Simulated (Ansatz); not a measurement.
Hf2O3 in space group P-4m2 (No. 115; Hf on 2g, O on 1a, O on 1b, O on 1d), plane-wave PAW PBEsol (Ansatz code), all energies at zero smearing, with the estimated change up to a 700 eV cutoff added, with one set of potentials and settings (totals compare only within such a set). Cell of 5 atoms (2 Hf, 3 O): -32887.233 eV.

| element | reference phase | E (eV/atom) |
|---|---|---|
| Hf | P6_3/mmc, 2 atoms in the cell | -15598.8041 |
| O | C2/m, 4 atoms in the cell, spin-polarised | -558.3609 |

Formation energy per atom, worked out: (-32887.233 − 2×(-15598.8041) − 3×(-558.3609))/5 = -2.908 eV/atom (-281 kJ per mol of atoms), at 0 K, without zero-point energy or fitted corrections.

The start of the workflow was typed in or built on a structure type; neither database checked (COD, Materials Project) lists it. Its standing as an ambient phase is unchecked. The cell was relaxed with PBEsol under the symmetry of its start; its stability against distortions is not shown here. The run is not spin-polarised. The references are the lowest solids computed at this level, not always the standard phases (solids in place of the gases). Spin–orbit coupling is left out wherever it is not named.

Potentials: the earlier of the program's two PAW sets. The files were generated under PBE; for other functionals the program regenerates the frozen cores, and for LDA and PBEsol the local potential too.
